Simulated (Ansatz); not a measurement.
In r²SCAN (plane waves, PAW; program Ansatz), InO16Zn15 in the trigonal phase (P3m1; Pearson symbol hP32) relaxes to a = 6.525 Å, c = 10.523 Å. In has 4 nearest neighbours from 2.08 Å (tetrahedral); O on 1a has 4 nearest neighbours from 2.01 Å (tetrahedral); O on 1a has 4 nearest neighbours from 1.98 Å (tetrahedral); O on 3d has 4 nearest neighbours from 1.98 Å (tetrahedral). Its formation energy from the elements is -1.58 eV/atom, with no fitted shifts.

Electronic character: metallic (no gap).

Bader charges are In +1.71, O -1.30 to -1.29, Zn +1.25 to +1.27 e.

The start of the workflow was typed in or built on a structure type; neither database checked (COD, Materials Project) lists it. Its standing as an ambient phase is unchecked. Symmetry was held in the r²SCAN relaxation; its stability against distortions is not shown here. With an odd number of electrons in the cell and no spin polarisation, the count alone makes it a metal. The references are the lowest solids computed at this level, not always the standard phases (solids in place of the gases). Scalar-relativistic: spin–orbit coupling is off unless named, which matters more the heavier the elements.

Potentials: the later of the program's two PAW sets.
